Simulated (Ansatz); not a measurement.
Starting structure, 1 Br2 a cell, upright, over a bridge Os-Os site (Os, P6_3/mmc (No. 194), (0 0 1) face):

```
CELL_PARAMETERS angstrom
5.46992 0.00000 0.00000
-2.73496 4.73709 0.00000
0.00000 0.00000 26.87425
ATOMIC_POSITIONS crystal
Os 0.33333 0.16667 0.29768
Os 0.33333 0.66667 0.29768
Os 0.83333 0.16667 0.29768
Os 0.83333 0.66667 0.29768
Os 0.16667 0.33333 0.37818
Os 0.16667 0.83333 0.37818
Os 0.66667 0.33333 0.37818
Os 0.66667 0.83333 0.37818
Os 0.33333 0.16667 0.45927
Os 0.33333 0.66667 0.45927
Os 0.83333 0.16667 0.45927
Os 0.83333 0.66667 0.45927
Os 0.16667 0.33333 0.53750
Os 0.16667 0.83333 0.53750
Os 0.66667 0.33333 0.53750
Os 0.66667 0.83333 0.53750
Br 0.41667 0.83333 0.66774
Br 0.41667 0.83333 0.75645
```

All numbers below come from DFT PBE+D3(BJ), scalar-relativistic, plane waves, PAW (Ansatz). Settings: cutoff 420 eV, Γ-centred mesh 4×4×1 on the computed 18-atom cell, Gaussian smearing of 0.10 eV; no spin polarisation. A dipole correction removes the field between periodic images along c.

Atoms 1, 2, 3, 4, 5, 6, 7, 8 (counted from 1) are held. The cell is fixed. Force threshold 0.04 eV/Å.

Task: Where does it end?

Result: The energy falls by 3.518 eV in 34 steps, to:

```yaml
crystal:
  lattice:
    - [5.46992, 0.00000, 0.00000]
    - [-2.73496, 4.73709, 0.00000]
    - [0.00000, 0.00000, 26.87425]
  atoms:
    - { symbol: Os, position: [0.33333, 0.16667, 0.29768] }
    - { symbol: Os, position: [0.33333, 0.66667, 0.29768] }
    - { symbol: Os, position: [0.83333, 0.16667, 0.29768] }
    - { symbol: Os, position: [0.83333, 0.66667, 0.29768] }
    - { symbol: Os, position: [0.16667, 0.33333, 0.37818] }
    - { symbol: Os, position: [0.16667, 0.83333, 0.37818] }
    - { symbol: Os, position: [0.66667, 0.33333, 0.37818] }
    - { symbol: Os, position: [0.66667, 0.83333, 0.37818] }
    - { symbol: Os, position: [0.33212, 0.16789, 0.45901] }
    - { symbol: Os, position: [0.33211, 0.66421, 0.45902] }
    - { symbol: Os, position: [0.83577, 0.16789, 0.45901] }
    - { symbol: Os, position: [0.83333, 0.66666, 0.45880] }
    - { symbol: Os, position: [0.16668, 0.33336, 0.53890] }
    - { symbol: Os, position: [0.16953, 0.83479, 0.53595] }
    - { symbol: Os, position: [0.66524, 0.33048, 0.53596] }
    - { symbol: Os, position: [0.66526, 0.83479, 0.53595] }
    - { symbol: Br, position: [0.49999, 0.99998, 0.61169] }
    - { symbol: Br, position: [0.16665, 0.33330, 0.63267] }
```

The end is the local minimum or symmetric point that this start leads to. The slab is only 6.5 Å thick, so the energy isn't converged with thickness.

Spin–orbit coupling is left out, which can shift energies with elements as heavy as these.

Cost: 1 run of about 28 core-minutes, on Intel Xeon Platinum 8488C (Sapphire Rapids) (shared hosts).